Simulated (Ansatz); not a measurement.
GaGe$_{16}$Si$_{15}$:
```cif
data_GaGe16Si15
_chemical_formula_sum 'Ga1 Ge16 Si15'
_space_group_name_H-M_alt 'P 1'
_space_group_IT_number 1
_cell_length_a 9.72198
_cell_length_b 9.72198
_cell_length_c 9.71654
_cell_angle_alpha 70.517
_cell_angle_beta 109.483
_cell_angle_gamma 70.547
loop_
_space_group_symop_operation_xyz
  'x, y, z'
loop_
_atom_site_label
_atom_site_type_symbol
_atom_site_fract_x
_atom_site_fract_y
_atom_site_fract_z
_atom_site_occupancy
Ga1 Ga 0.24992 0.75008 0.24914 1
Ge1 Ge 0.24968 0.25078 0.74961 1
Ge2 Ge 0.75481 0.24519 0.25468 1
Ge3 Ge 0.74922 0.75032 0.74961 1
Ge4 Ge 0.49972 0.50028 0.00071 1
Ge5 Ge 0.50138 0.75478 0.00127 1
Ge6 Ge 0.49883 0.24942 0.49835 1
Ge7 Ge 0.99832 0.24970 0.99872 1
Ge8 Ge 0.00157 0.74922 0.50166 1
Ge9 Ge 0.99927 0.00073 0.75085 1
Ge10 Ge 0.00085 0.49872 0.25032 1
Ge11 Ge 0.49867 0.50133 0.74491 1
Ge12 Ge 0.50128 0.99915 0.25032 1
Ge13 Ge 0.24522 0.49862 0.00127 1
Ge14 Ge 0.25078 0.99843 0.50166 1
Ge15 Ge 0.75030 0.00168 0.99872 1
Ge16 Ge 0.75058 0.50117 0.49835 1
Si1 Si 0.49996 0.99912 0.49997 1
Si2 Si 0.00116 0.99884 0.00149 1
Si3 Si 0.00088 0.50004 0.49997 1
Si4 Si 0.24943 0.50118 0.25080 1
Si5 Si 0.24939 0.00125 0.75032 1
Si6 Si 0.75139 0.99871 0.25065 1
Si7 Si 0.74978 0.50082 0.74848 1
Si8 Si 0.24938 0.24844 0.00007 1
Si9 Si 0.24892 0.75108 0.49732 1
Si10 Si 0.75156 0.75062 0.00007 1
Si11 Si 0.74972 0.25028 0.50047 1
Si12 Si 0.99875 0.75061 0.75032 1
Si13 Si 0.00129 0.24861 0.25065 1
Si14 Si 0.49918 0.25022 0.74848 1
Si15 Si 0.49882 0.75057 0.25080 1
```

Relaxed with PBE.

Problem. Tabulate the valence density and the electron localisation function along the shortest Ge–Ge contact (2.48 Å), the program Ansatz at the PBE level (PAW).

Solution. 

| distance from Ge (Å) | density (e/Å³) | ELF |
|---|---|---|
| 0.25 | 27.83 | 0.01 |
| 0.37 | 12.37 | 0.03 |
| 0.50 | 4.72 | 0.11 |
| 0.62 | 1.92 | 0.24 |
| 0.74 | 1.01 | 0.38 |
| 0.87 | 0.68 | 0.48 |
| 0.99 | 0.55 | 0.59 |
| 1.11 | 0.51 | 0.71 |
| 1.24 | 0.48 | 0.77 |
| 1.36 | 0.51 | 0.71 |
| 1.49 | 0.55 | 0.59 |
| 1.61 | 0.68 | 0.48 |
| 1.73 | 1.02 | 0.38 |
| 1.86 | 1.92 | 0.25 |
| 1.98 | 4.70 | 0.11 |
| 2.10 | 12.33 | 0.03 |
| 2.23 | 27.84 | 0.01 |

The density is the valence pseudo-density with augmentation charge, so density and ELF within about 1 Å of a nucleus are not all-electron values.

Space group Cm. The start of the workflow was typed in or built on a structure type; neither database checked (COD, Materials Project) lists it. Whether it is the stable phase at ambient conditions was not checked. The PBE relaxation kept the symmetry of its start; its stability against distortions is not shown here.

Potentials: the later of the program's two PAW sets.
